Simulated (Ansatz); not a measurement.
**Two states of Sr2MnF4**

```xyz
7
Lattice="0.0000 4.0761 0.0000 4.0761 0.0000 0.0000 2.0380 2.0380 -6.3257" Properties=species:S:1:pos:R:3 pbc="T T T"
F     2.0380    2.0380   -4.3900
F     4.0761    4.0761   -1.9356
Sr    2.0380    2.0380   -1.8597
Sr    4.0761    4.0761   -4.4659
F     2.0380    0.0000    0.0000
F     0.0000    2.0380    0.0000
Mn    0.0000    0.0000    0.0000
```

Single point in Ansatz 0.2.0 with r2SCAN, with U = 2.89 eV and J = 0.41 eV on Mn d (all-electron-ortho-atomic projectors). Cutoff 500 eV, PAW datasets, 5×5×5 Γ-centred k mesh, fermi-dirac filling (width 0.1 eV).

State A: no moments (no spin polarisation). State B: Mn7 up (collinear spin).

**Question.** Which state is lower, and how do they differ?

**Answer.** State B is lower by 292.6 meV an atom at zero smearing.

| state | free energy (meV/atom) | largest moment in a small sphere (μB) | net moment (μB/cell) | gap on mesh (eV) | pressure (GPa) | largest force (eV/Å) |
| --- | --- | --- | --- | --- | --- | --- |
| A | 292.2 | 0.00 | 0.00 | metal | 4.7 | 1.92 |
| B | 0.0 | 3.99 | 3.35 | metal | 13.4 | 1.47 |

Origin: a known structure type with other elements, at an estimated volume, so it need not be a known compound. Caveats: another magnetic order, which this cell may not hold, can open a gap; the k mesh is coarse if the cell is a metal; atoms or cell far from equilibrium; odd electron count without spin polarisation, so a magnetic state may lie lower.
